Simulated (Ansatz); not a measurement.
# GdBi₂BrO₄: input and output of an SCF run

We look at GdBi₂BrO₄: a measured crystal structure (space group P4/mmm), with 8 atoms per cell. Source: COD entry 1526516; the sample's temperature and pressure aren't taken into account, and it need not be the stable phase.

These are results of DFT, r2SCAN, PAW, plane waves, scalar-relativistic in Ansatz, not measurements.

Input:

```yaml
crystal:
  lattice:
    - [3.8958, 0.0, 0.0]
    - [0.0, 3.8958, 0.0]
    - [0.0, 0.0, 9.172]
  atoms:
    - { symbol: O, position: [0.5, 0.0, 0.847] }
    - { symbol: O, position: [0.0, 0.5, 0.847] }
    - { symbol: O, position: [0.5, 0.0, 0.153] }
    - { symbol: O, position: [0.0, 0.5, 0.153] }
    - { symbol: Br, position: [0.0, 0.0, 0.5] }
    - { symbol: Gd, position: [0.0, 0.0, 0.0], spin: 0.7 }
    - { symbol: Bi, position: [0.5, 0.5, 0.7265] }
    - { symbol: Bi, position: [0.5, 0.5, 0.2735] }
magnetization:
  spin_polarized: true
hamiltonian:
  xc: r2scan
  pseudopotentials: { kind: paw }
basis:
  ecutwfc: 500
kpoints:
  mp_grid: { grid: [5, 5, 2] }
scf:
  occupations: { method: fermi_dirac, width: 0.1 }
  lower_state_search: "off"
output:
  forces: true
  stress: true
```

Output (shortened):

```
Pseudopotentials: kind: paw
Pseudopotential: O, paw, valence charge 6, recommended cutoff 500 eV (meta_gga), O.paw.azcp
Pseudopotential: Br, paw, valence charge 7, recommended cutoff 500 eV (meta_gga), Br.paw.azcp
Pseudopotential: Gd, paw, valence charge 18, recommended cutoff 500 eV (meta_gga), Gd.paw.azcp
Pseudopotential: Bi, paw, valence charge 15, recommended cutoff 500 eV (meta_gga), Bi.paw.azcp
Functional definition: r2SCAN
Crystal: 8 atoms, lattice volume = 139.206 Å³
Basis set: ecut = 500 eV, 3473 PW (Γ), exchange–correlation on 120×120×288 points (64 copies of the dense FFT grid, shifted against one another)
Bands: 48, of which v1, the nominal top of the filled ones, is band 40 counted from 1 (39 counted from 0)
Symmetry: 16 space group operations
Space group: P4/mmm (ITA 123), of the structure as read, at distance tolerance 5.2e-5 Å
Magnetic group: BNS 123.339 (UNI 999), of the structure as read, at distance tolerance 5.2e-5 Å
k-points: 12 of 50
Non-local potential: O, projectors of the file, l = 0: 2, l = 1: 2, l = 2: 1
Non-local potential: Br, projectors of the file, l = 0: 2, l = 1: 2, l = 2: 2
Non-local potential: Gd, projectors of the file, l = 0: 3, l = 1: 2, l = 2: 2, l = 3: 3
Non-local potential: Bi, projectors of the file, l = 0: 2, l = 1: 2, l = 2: 2, l = 3: 2
PAW frozen core: O, regenerated for the run's functional (the file was generated under x = pbe(κ = 0.804, μ = 0.2195149727645171), c = pbe(β = 0.06672455060314922))
PAW frozen core: Br, regenerated for the run's functional (the file was generated under x = pbe(κ = 0.804, μ = 0.2195149727645171), c = pbe(β = 0.06672455060314922))
PAW frozen core: Gd, regenerated for the run's functional (the file was generated under x = pbe(κ = 0.804, μ = 0.2195149727645171), c = pbe(β = 0.06672455060314922))
PAW frozen core: Bi, regenerated for the run's functional (the file was generated under x = pbe(κ = 0.804, μ = 0.2195149727645171), c = pbe(β = 0.06672455060314922))
Initial density: superposition of atomic densities (chi_scale 0.1, normalization cell, long waves kept (reshape's long-wave potential 0.19 eV rms))
Starting moments: Σ|m| = 0.7 μB on 1 of 8 sites
Initial wavefunctions: pseudopotential atomic-orbital guess
Functional: x = r2scan, c = r2scan; τ floored in thin density (d = 2e-4 eV/Å³)
SCF iter   1: F=-38520.746347 eV  HF=-39251.083869 eV  |F-HF|=7.30e2  |Δ(HF+E_count)|=         —  Δρ=2.78e-1 (↑2.52e-1 ↓2.78e-1)  dr2=6.74e2  dr2_τ=3.74e-1  dr2_m=2.41e-1  M=0.107 μB ∫|m|=0.114 μB  β_m=0.30  ethr=3.10e-3  ⟨swp⟩=6.0  Hψ=4299  notcnv=0  defer=4
preconditioner: auto → Kerker (q_TF=auto, 2.482 Å⁻¹)  [metal: Δε(μ)=0.011 eV  Ē_g=14.263 eV  σ=0.100 eV  W_gap=0.03  n_scr=38 (ndim 8)  ℏωp=27.6 eV  f_vac=0.000  D(μ)=9.31/eV (n_scr^D=86)]
spin=Collinear: Kerker preconditioning applied to the charge; magnetization (m = ρ↑ − ρ↓) channel mixes plain (no charge-response kernel on spin).
SCF iter   2: F=-38477.395932 eV  HF=-39353.934917 eV  |F-HF|=8.77e2  |Δ(HF+E_count)|=    1.03e2  Δρ=3.47e-1 (↑3.47e-1 ↓3.29e-1)  dr2=7.73e2  dr2_τ=1.71e0  dr2_m=1.26e-1  M=0.010 μB ∫|m|=0.036 μB  β_m=0.30  ethr=3.10e-3  ⟨swp⟩=11.5  Hψ=5002  notcnv=0  defer=29  κ⁻¹=1.0e0(r=1)
SCF iter   3: F=-38970.984352 eV  HF=-39239.342883 eV  |F-HF|=2.68e2  |Δ(HF+E_count)|=    1.15e2  Δρ=2.37e-1 (↑1.44e-1 ↓2.37e-1)  dr2=2.28e2  dr2_τ=1.47e0  dr2_m=2.85e0  M=1.541 μB ∫|m|=1.560 μB  β_m=1.00  ethr=3.10e-3  ⟨swp⟩=5.8  Hψ=4026  notcnv=0  defer=10  κ⁻¹=7.5e-4(r=2)
SCF iter   4: F=-38487.573194 eV  HF=-39286.910046 eV  |F-HF|=7.99e2  |Δ(HF+E_count)|=    4.76e1  Δρ=3.49e-1 (↑2.52e-1 ↓3.49e-1)  dr2=6.49e2  dr2_τ=9.23e-1  dr2_m=3.17e0  M=0.127 μB ∫|m|=0.238 μB  β_m=0.30  ethr=3.10e-3  ⟨swp⟩=5.3  Hψ=3624  notcnv=0  κ⁻¹=2.3e-4(r=3)
SCF iter   5: F=-38655.425346 eV  HF=-39245.681399 eV  |F-HF|=5.90e2  |Δ(HF+E_count)|=    4.12e1  Δρ=2.92e-1 (↑2.92e-1 ↓2.55e-1)  dr2=5.18e2  dr2_τ=1.36e0  dr2_m=4.63e-1  M=0.411 μB ∫|m|=0.479 μB  β_m=0.30  ethr=3.10e-3  ⟨swp⟩=10.8  Hψ=6612  notcnv=1  defer=41  κ⁻¹=1.8e-5(r=4)
SCF iter   6: F=-38556.807144 eV  HF=-39253.766884 eV  |F-HF|=6.97e2  |Δ(HF+E_count)|=    8.09e0  Δρ=3.03e-1 (↑2.53e-1 ↓3.03e-1)  dr2=6.08e2  dr2_τ=1.01e0  dr2_m=8.20e-1  M=0.109 μB ∫|m|=0.159 μB  β_m=0.30  ethr=3.10e-3  ⟨swp⟩=5.7  Hψ=4165  notcnv=0  κ⁻¹=1.0e-5(r=5)
SCF iter   7: F=-39195.599350 eV  HF=-39232.613333 eV  |F-HF|=3.70e1  |Δ(HF+E_count)|=    2.12e1  Δρ=1.50e-1 (↑1.50e-1 ↓2.25e-2)  dr2=3.87e1  dr2_τ=3.44e-1  dr2_m=8.82e0  M=2.655 μB ∫|m|=2.688 μB  β_m=1.00  ethr=3.10e-3  ⟨swp⟩=5.2  Hψ=2845  notcnv=0  defer=25  κ⁻¹=6.7e-6(r=6)
SCF iter   8: F=-39151.769019 eV  HF=-39234.299186 eV  |F-HF|=8.25e1  |Δ(HF+E_count)|=    1.69e0  Δρ=1.79e-1 (↑1.79e-1 ↓2.54e-2)  dr2=8.06e1  dr2_τ=9.06e-2  dr2_m=8.08e0  M=4.364 μB ∫|m|=4.457 μB  β_m=1.00  ethr=3.10e-3  ⟨swp⟩=2.8  Hψ=2612  notcnv=0  defer=22  κ⁻¹=8.3e-7(r=7)
SCF iter   9: F=-39222.377257 eV  HF=-39235.624367 eV  |F-HF|=1.32e1  |Δ(HF+E_count)|=    1.33e0  Δρ=1.54e-1 (↑1.54e-1 ↓6.73e-2)  dr2=1.94e1  dr2_τ=9.28e-2  dr2_m=1.53e1  M=6.344 μB ∫|m|=6.376 μB  β_m=1.00  ethr=3.10e-3  ⟨swp⟩=1.6  Hψ=1345  notcnv=0  defer=21  κ⁻¹=8.2e-7(r=8)
SCF iter  10: F=-39236.855990 eV  HF=-39235.303350 eV  |F-HF|=1.55e0  |Δ(HF+E_count)|=   3.21e-1  Δρ=8.01e-2 (↑8.01e-2 ↓4.44e-2)  dr2=6.97e0  dr2_τ=4.69e-2  dr2_m=4.43e0  M=6.959 μB ∫|m|=6.971 μB  β_m=1.00  ethr=3.10e-3  ⟨swp⟩=3.2  Hψ=2444  notcnv=0  defer=22  κ⁻¹=2.3e-7(r=8)
SCF iter  11: F=-39238.345513 eV  HF=-39236.638892 eV  |F-HF|=1.71e0  |Δ(HF+E_count)|=    1.34e0  Δρ=4.06e-2 (↑4.06e-2 ↓2.28e-2)  dr2=5.72e0  dr2_τ=1.49e-2  dr2_m=6.42e-1  M=6.997 μB ∫|m|=7.020 μB  β_m=1.00  ethr=3.10e-3  ⟨swp⟩=2.1  Hψ=1739  notcnv=0  defer=21  κ⁻¹=6.5e-8(r=8)
[... 11 iterations left out ...]
SCF iter  23: F=-39242.195748 eV  HF=-39242.195715 eV  |F-HF|=3.32e-5  |Δ(HF+E_count)|=   3.41e-4  Δρ=8.03e-5 (↑7.96e-5 ↓8.03e-5)  dr2=3.75e-5  dr2_τ=4.76e-7  dr2_m=4.07e-7  M=7.000 μB ∫|m|=7.053 μB  β_m=1.20  ethr=3.57e-7  ⟨swp⟩=2.0  Hψ=2158  notcnv=0  defer=33  κ⁻¹=3.1e-5(r=8)
SCF iter  24: F=-39242.195774 eV  HF=-39242.195808 eV  |F-HF|=3.34e-5  |Δ(HF+E_count)|=   9.29e-5  Δρ=6.11e-5 (↑6.10e-5 ↓6.11e-5)  dr2=2.08e-5  dr2_τ=1.69e-7  dr2_m=5.96e-8  M=7.000 μB ∫|m|=7.053 μB  β_m=1.20  ethr=4.75e-8  ⟨swp⟩=2.3  Hψ=1857  notcnv=0  defer=38  κ⁻¹=1.2e-4(r=8)
SCF iter  25: F=-39242.195779 eV  HF=-39242.195779 eV  |F-HF|=3.74e-7  |Δ(HF+E_count)|=   2.85e-5  Δρ=3.09e-5 (↑3.09e-5 ↓2.78e-5)  dr2=6.09e-6  dr2_τ=7.47e-8  dr2_m=4.48e-8  M=7.000 μB ∫|m|=7.054 μB  β_m=1.20  ethr=2.63e-8  ⟨swp⟩=2.0  Hψ=2042  notcnv=0  defer=38  κ⁻¹=5.3e-5(r=8)
SCF iter  26: F=-39242.195779 eV  HF=-39242.195776 eV  |F-HF|=3.04e-6  |Δ(HF+E_count)|=   3.23e-6  Δρ=2.21e-5 (↑2.21e-5 ↓1.63e-5)  dr2=2.77e-6  dr2_τ=2.50e-8  dr2_m=2.51e-8  M=7.000 μB ∫|m|=7.054 μB  β_m=1.20  ethr=7.71e-9  ⟨swp⟩=2.0  Hψ=2039  notcnv=0  defer=38  κ⁻¹=1.1e-4(r=8)
SCF iter  27: F=-39242.195780 eV  HF=-39242.195782 eV  |F-HF|=2.21e-6  |Δ(HF+E_count)|=   6.11e-6  Δρ=9.68e-6 (↑8.99e-6 ↓9.68e-6)  dr2=7.05e-7  dr2_τ=5.77e-9  dr2_m=1.44e-8  M=7.000 μB ∫|m|=7.054 μB  β_m=1.20  ethr=3.51e-9  ⟨swp⟩=2.0  Hψ=2049  notcnv=0  defer=38  κ⁻¹=1.2e-4(r=8)
SCF iter  28: F=-39242.195780 eV  HF=-39242.195780 eV  |F-HF|=2.13e-7  |Δ(HF+E_count)|=   1.77e-6  Δρ=8.41e-6 (↑8.41e-6 ↓6.43e-6)  dr2=2.64e-7  dr2_τ=4.95e-9  dr2_m=5.99e-9  M=7.000 μB ∫|m|=7.054 μB  β_m=1.20  ethr=8.93e-10  ⟨swp⟩=2.2  Hψ=2075  notcnv=0  defer=38  κ⁻¹=7.7e-5(r=8)
SCF iter  29: F=-39242.195780 eV  HF=-39242.195780 eV  |F-HF|=6.73e-8  |Δ(HF+E_count)|=   3.87e-8  Δρ=5.95e-6 (↑5.95e-6 ↓5.53e-6)  dr2=2.08e-7  dr2_τ=2.20e-9  dr2_m=6.54e-10  M=7.000 μB ∫|m|=7.054 μB  β_m=1.20  ethr=3.35e-10  ⟨swp⟩=2.0  Hψ=2042  notcnv=0  defer=38  κ⁻¹=4.2e-5(r=8)
SCF iter  30: F=-39242.195780 eV  HF=-39242.195780 eV  |F-HF|=4.31e-8  |Δ(HF+E_count)|=   8.67e-8  Δρ=3.95e-6 (↑3.54e-6 ↓3.95e-6)  dr2=1.01e-7  dr2_τ=1.93e-9  dr2_m=9.65e-10  M=7.000 μB ∫|m|=7.054 μB  β_m=1.20  ethr=2.64e-10  ⟨swp⟩=2.0  Hψ=2046  notcnv=0  defer=38  κ⁻¹=2.4e-5(r=8)
SCF iter  31: F=-39242.195780 eV  HF=-39242.195780 eV  |F-HF|=3.57e-8  |Δ(HF+E_count)|=   1.09e-7  Δρ=1.90e-6 (↑1.90e-6 ↓1.89e-6)  dr2=3.16e-8  dr2_τ=4.81e-10  dr2_m=2.63e-10  M=7.000 μB ∫|m|=7.054 μB  β_m=1.20  ethr=1.27e-10  ⟨swp⟩=12.0  Hψ=5481  notcnv=0  κ⁻¹=2.6e-4(r=8)
SCF iter  32: F=-39242.195780 eV  HF=-39242.195780 eV  |F-HF|=1.16e-10  |Δ(HF+E_count)|=   2.37e-8  Δρ=1.14e-6 (↑1.13e-6 ↓1.14e-6)  dr2=1.75e-8  dr2_τ=8.56e-11  dr2_m=2.84e-11  M=7.000 μB ∫|m|=7.054 μB  ethr=4.00e-11  ⟨swp⟩=3.6  Hψ=3176  notcnv=0
SCF 1 converged in 32 iterations: F = -39242.195780 eV  dr2 = 1.75e-8
  greatest PAW one-centre occupation: 0.993 electrons in one spin orbital (limit 2), on the Gd atom at site 5 (counted from 0), in its partial waves of l = 3
this state was not tested for a lower state beside it, because the mixer in use, unlike msr1, does not test its closes by its own steps (another_mixer; see scf.mixing.algorithm and scf.lower_state_search)
SCF converged after 32 iterations
Magnetization: 7.0000 μB (43.0000 up, 36.0000 down)
Absolute magnetization: 7.0542 μB (∫|ρ↑−ρ↓|, with the PAW one-centre terms)
Spin contamination: 0.0105 ħ² per cell (⟨S²⟩ above its minimum at these occupations)
Per-site moments (μB) at R_I (Å): [(-0.0050, 0.9238), (-0.0050, 0.9238), (-0.0050, 0.9238), (-0.0050, 0.9238), (0.0003, 1.4232), (6.8874, 0.9903), (0.0005, 0.9238), (0.0005, 0.9238)]
Free energy (F): -39242.195780 eV
Harris-Foulkes:  -39242.195780 eV  (|F-HF|=1.16e-10)
Internal energy: -39242.195744 eV  (E = F + TS)
E sigma→0 (E₀):  -39242.195762 eV
Entropy (-TS):   -0.000036 eV (-0.005 meV/atom)
Fermi energy:    10.037065 eV
--- Per-component energies (eV) ---
  E_band       = -229.307423
  E_kinetic    = 1845.954416
  E_local      = -8264.420818  (includes V_loc(G=0)·N_el)
  E_nonlocal   = 1678.085988
  E_hartree    = 3214.311125
  E_xc         = -1055.916912
  E_vxc        = -1137.277644  (∫ρ·V_xc dr)
  E_paw        = -30757.981288  (= ΣΔE_a)
  E_vpaw       = -849.116625  (= ΣTr[D̂ρ^β])
  E_aug_tail   = 0.003534  (compensation charges beyond the density's cutoff)
  E_vtau       = 68.848990  (kinetic-family band-sum trace: ∫τ·v_τ [+ j·A + Jᵃ·Aᵃ] dr)
  E_ewald      = -5904.036251
  E_core_change = 1.804462  (= ΣΔE_core)
  E_smearing   = -0.000036  (= −TS)
  E_closure    = 0.000000  (closes the sum)
  Σ components = -39242.195780   (vs F -39242.195780, Δ=0.00e0)
--- Forces (eV/Å), atoms counted from 1 ---
  atom   1  O      0.00000000     0.00000000    -0.16478303
  atom   2  O      0.00000000     0.00000000    -0.16478303
  atom   3  O      0.00000000     0.00000000     0.16478303
  atom   4  O      0.00000000     0.00000000     0.16478303
  atom   5  Br    -0.00000000     0.00000000     0.00000000
  atom   6  Gd     0.00000000     0.00000000     0.00000000
  atom   7  Bi     0.00000000     0.00000000     0.30202592
  atom   8  Bi     0.00000000     0.00000000    -0.30202592
  max |Σ_I F_I| component: 2.76e-30 eV/Å
--- Stress (GPa, compression-positive) ---
        0.627921       0.000000       0.000000
        0.000000       0.627921       0.000000
        0.000000       0.000000       0.769769
  P = ⅓ Tr σ = 0.6752 GPa (6.752 kbar)
```

For a metal this mesh leaves errors of several meV/atom.

The run took 33 s on 2 threads of x86-64 server CPU, on a shared host, peak memory 0.89 GiB.
